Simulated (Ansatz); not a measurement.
Clean, relaxed (100) surface of W, space group Im-3m (No. 229) (top face towards +c; atoms held fixed, by place in the list: 1, 2):

```yaml
crystal:
  lattice:
    - [3.15436, 0.00000, 0.00000]
    - [0.00000, 3.15436, 0.00000]
    - [0.00000, 0.00000, 23.30872]
  atoms:
    - { symbol: W, position: [0.50000, 0.50000, 0.36467] }
    - { symbol: W, position: [0.00000, 0.00000, 0.43234] }
    - { symbol: W, position: [0.50000, 0.50000, 0.49852] }
    - { symbol: W, position: [0.00000, 0.00000, 0.56821] }
    - { symbol: W, position: [0.50000, 0.50000, 0.62813] }
```

Theory: DFT PBEsol, scalar-relativistic, plane waves, PAW (Ansatz). Cutoff 420 eV; k points 9×9×1 on the computed 5-atom cell (Γ-centred); Gaussian smearing, width 0.10 eV; no spin polarisation. The cell repeats along c with a dipole correction in the vacuum.

OH is adsorbed on the top face, one adsorbate per 9.9 Å², and relaxed from 3 starting sites (fractions of a and b). E_ads counts from the clean slab and the free adsorbate (spin-polarised where it has unpaired electrons); negative means bound. Heights count from the highest slab atom after relaxation. Δφ is the top face's. Δp counts per cell along +c. Bonded neighbours lie within 1.25 times the sum of covalent radii (1.35 for H) and, on that scale, within 12 % of the closest. With the adsorbate the cell is lengthened along c to keep the vacuum.

| start | ends at | E_ads (eV) | height (Å) | shortest contact | Δφ (eV) | Δp (e·Å) | whole? |
| --- | --- | --- | --- | --- | --- | --- | --- |
| top (W) at (0.50, 0.50) | (0.51, 0.52), 1 bonded neighbour (W) | -4.94 | 1.90 | O–W 1.90 Å | -0.33 | +0.017 | yes |
| bridge (W-W) at (0.00, 0.50) | (0.00, 0.50), 2 bonded neighbours (W) | -5.19 | 1.48 | O–W 2.16 Å | -0.71 | +0.039 | yes |
| hollow (over W) at (0.00, 0.00) | (0.50, 0.00), 2 bonded neighbours (W) | -5.19 | 1.48 | O–W 2.16 Å | -0.71 | +0.039 | yes |

Among the sites tried, the lowest end comes from the hollow (over W) at (0.00, 0.00) start; the bridge (W-W) at (0.00, 0.50) start ended within 0.02 eV of it, though not always at the same place; other sites may lie lower.

Each end is the local minimum or symmetric point that its start leads to. The slab is only 6.3 Å thick, so the energies aren't converged with thickness.

Spin polarisation was left out, and a magnetic state may lie lower.